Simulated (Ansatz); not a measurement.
GeMo$_{3}$ (A15 (Cr3Si type), Pm-3n), DFT-PBE in the program Ansatz with PAW potentials, all energies at zero smearing, with the estimated change up to a 700 eV cutoff added, with one set of potentials and settings (totals compare only within such a set). Cell of 8 atoms (2 Ge, 6 Mo): -38327.301 eV.

```tsv
element	reference phase	E (eV/atom)
Ge	Fd-3m, 2 atoms in the cell	-4294.9847
Mo	Im-3m, 1 atoms in the cell	-4956.0212
```

Formation energy per atom, worked out: (-38327.301 − 2×(-4294.9847) − 6×(-4956.0212))/8 = -0.151 eV/atom (-15 kJ per mol of atoms), at 0 K, without zero-point energy or fitted corrections.

The first step of the workflow began from a Materials Project structure, measured or hypothetical; the Crystallography Open Database copy checked does not list it. Its standing as an ambient phase is unchecked. The cell was relaxed with PBE under the symmetry of its start; its stability against distortions is not shown here. The run is not spin-polarised. The references are the lowest solids computed at this level, not always the standard phases.

Potentials: the later of the program's two PAW sets.
